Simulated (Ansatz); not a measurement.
TiSi2:
```cif
data_Si16Ti8
_chemical_formula_sum 'Si16 Ti8'
_space_group_name_H-M_alt 'Fddd :1'
_space_group_IT_number 70
_space_group_name_Hall 'F 2 2 -1d'
_cell_length_a 4.77472
_cell_length_b 8.22590
_cell_length_c 8.52990
_cell_angle_alpha 90.000
_cell_angle_beta 90.000
_cell_angle_gamma 90.000
loop_
_atom_site_label
_atom_site_type_symbol
_atom_site_symmetry_multiplicity
_atom_site_Wyckoff_symbol
_atom_site_fract_x
_atom_site_fract_y
_atom_site_fract_z
_atom_site_occupancy
Si1 Si 16 f 0.00000 0.33789 0.00000 1
Ti1 Ti 8 a 0.00000 0.00000 0.00000 1
```
(The calculation used a cell of 6 atoms; values per cell refer to that cell.)

Relaxed at zero pressure with r²SCAN (plane waves, PAW; program Ansatz).

Task: The volume is lowered by 6 % and shape and atoms relax at that volume. What pressure results, and how do the axes share the change?

Result: 10.4 GPa; a -2.1 %, b -2.5 %, c -1.6 %; the energy rises by 26 meV/atom.

Task: Give the new structure.

Result: 
Space group Fddd, origin choice 1 (No. 70); a = 4.6750 Å, b = 8.0242 Å, c = 8.3950 Å, α = β = γ = 90.00°

| atom | site | symmetry | x | y | z |
|---|---|---|---|---|---|
| Si | 16f | .2. | 0.0000 | 0.3374 | 0.0000 |
| Ti | 8a | 222 | 0.0000 | 0.0000 | 0.0000 |

The phase is kept; no other phase was compared at this pressure.

The r²SCAN relaxation kept the symmetry of its start; of distortions, only those at the zone centre were tested. No spin polarisation was allowed.

Potentials: the later of the program's two PAW sets.
